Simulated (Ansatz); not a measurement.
Task: Each is relaxed and computed with r²SCAN (plane waves, PAW; program Ansatz). Which is the only metal?
A. SiB12C2, R-3m (B on 18h, B on 18h, C on 6c, Si on 3b)
B. Cr2C, P4/nmm (Cr on 2a, Cr on 2c, C on 2c)
C. SiC3, P-4m2 (C on 1a, C on 2g, Si on 1c)
D. CaO, P4/nmm (Ca on 2c, O on 2a)

Result: B, Cr2C, P4/nmm (Cr on 2a, Cr on 2c, C on 2c). Cr2C: metal; SiB12C2: gap 1.87 eV (indirect); CaO: gap 4.06 eV (indirect); SiC3: gap 1.64 eV (indirect). Spin orders computed, not proven ground states: Cr2C, P4/nmm (Cr on 2a, Cr on 2c, C on 2c) ferromagnetic. Constructed cells (a structure type filled with these elements, in neither database checked): Cr2C, P4/nmm (Cr on 2a, Cr on 2c, C on 2c). Typed or built starts, not in the databases checked: SiB12C2, R-3m (B on 18h, B on 18h, C on 6c, Si on 3b); CaO, P4/nmm (Ca on 2c, O on 2a); SiC3, P-4m2 (C on 1a, C on 2g, Si on 1c). Not the usual ambient phase: CaO, P4/nmm (Ca on 2c, O on 2a). All cells were relaxed under the symmetry of their starts (and spin orders); stability against distortions was not tested throughout.

Potentials: the earlier of the program's two PAW sets.
